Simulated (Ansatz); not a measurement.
CrSBr in space group Pmmn (No. 59; Cr on 2b, S on 2a, Br on 2a), the program Ansatz at the PBEsol level (PAW). The conduction-band minimum lies at Z, with 1 equivalent valley. Second derivatives d²E/dk² of the lowest band at one valley (eV·Å²), along Cartesian directions:

| direction | d²E/dk² |
|---|---|
| [100] | 2.857 |
| [010] | 51.31 |
| [001] | 1.870 |
| [110] | 27.10 |
| [101] | 2.364 |
| [011] | 26.61 |

Task: Find the principal effective masses, the density-of-states mass and the conductivity mass.

Result: Off-diagonal terms follow from H_xy = H[110] − (H_xx + H_yy)/2, and m*/mₑ = 7.620 eV·Å² over each eigenvalue: 0.15, 2.7, 4.1. One valley's DOS mass (m₁m₂m₃)^(1/3) = 1.2, conductivity mass 3/(Σ 1/mᵢ) = 0.41 mₑ.

Task: What effective density of states Nc follows at 300 K for parabolic valleys?

Result: Nc = 2.509e19 × 1 × (1.2)^(3/2) / 2 (one spin channel) ≈ 1.6e19 cm⁻³.

The first step of the workflow began from a Materials Project structure, measured or hypothetical; the Crystallography Open Database copy checked does not list it. Its standing as an ambient phase is unchecked. Symmetry was held in the PBEsol relaxation; its stability against distortions is not shown here. Magnetic state: ferromagnetic, chosen from 5 collinear starts compared on coarse meshes (ties went to the first, and starts can fall back to one state), not a proven ground state. No Hubbard U is applied. A crystal of weakly bound layers computed without a dispersion correction: the cell and the soft elastic constants depend strongly on that. Point labels and valley counts follow the cell and symmetry of the run, lower than the named group. Spin–orbit coupling is left out wherever it is not named.

Potentials: the later of the program's two PAW sets.

Edges and masses are those of Kohn–Sham bands, whose gap is no quasiparticle gap.
